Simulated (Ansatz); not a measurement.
CdO (rock salt, Fm-3m) at seven volumes, the program Ansatz at the PBE level (PAW), scaled uniformly. One row is withheld.

```json
[
 {"V (Å³/atom)": "12.327", "P (GPa)": "14.88"},
 {"V (Å³/atom)": "12.733", "P (GPa)": "9.03"},
 {"V (Å³/atom)": "13.139", "P (GPa)": "4.13"},
 {"V (Å³/atom)": "13.546", "P (GPa)": "0.00"},
 {"V (Å³/atom)": "13.952", "P (GPa)": "-3.46"},
 {"V (Å³/atom)": "14.358", "P (GPa)": "-6.37"},
 {"V (Å³/atom)": "14.765", "P (GPa)": "?"}
]
```

Problem. Fit the shown pressures and predict the withheld one.

Solution. P = (3/2)B₀(x^(7/2) − x^(5/2))[1 + (3/4)(B′ − 4)(x − 1)] with x = (V₀/V)^(2/3). Least squares on the six rows gives V₀ = 13.546 Å³/atom, B₀ = 126 GPa, B′ = 4.80. At V = 14.765, x = 0.9442 and P = -8.83 GPa. The run itself gave -8.82 GPa.

The PBE relaxation kept the symmetry of its start; of distortions, only those at the zone centre were tested.

Potentials: the later of the program's two PAW sets.
